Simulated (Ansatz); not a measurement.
HfAl3O4: computed properties

Level of theory: Ansatz 0.2.0, DFT PBE, scalar-relativistic, plane waves, PAW.

Settings: cutoff 420 eV, Γ-centred mesh 6×6×6 on the computed 8-atom cell, Gaussian smearing of 0.10 eV; no spin polarisation.

The structure is relaxed at this level of theory with its symmetry kept, and needn't be the ground state of this composition.

```
CELL_PARAMETERS angstrom
5.99712 0.00000 0.00000
0.00000 5.99712 0.00000
0.00000 0.00000 5.99712
ATOMIC_POSITIONS crystal
Hf 0.00000 0.00000 0.00000
Al 0.00000 0.00000 0.50000
Al 0.00000 0.50000 0.00000
Al 0.50000 0.00000 0.00000
O 0.81151 0.81151 0.18849
O 0.81151 0.18849 0.81151
O 0.18849 0.81151 0.81151
O 0.18849 0.18849 0.18849
```

Question: Formation energy from the elements' standard states (uncorrected)?

Answer: -1.044 eV/atom.

Question: Kohn–Sham band gap?

Answer: none (metal).

Question: Density of states at the Fermi level?

Answer: 2.6 states/eV per cell.

Question: Orbital (Löwdin) character within 0.5 eV of the Fermi level?

Answer: Al 3s 57 %, O 2p 30 %, Al 3p 8 %.

Question: Bader charge by site (e)?

Answer: Hf (1 in the cell) 2.26, Al (3 in the cell) 1.09, O (4 in the cell) -1.39.

Spin-orbit coupling is left out, which matters for the bands of heavy elements.

The cell was found from a structure generator's guess, not taken from experiment. Löwdin shares on free-atom orbitals overweight diffuse shells.
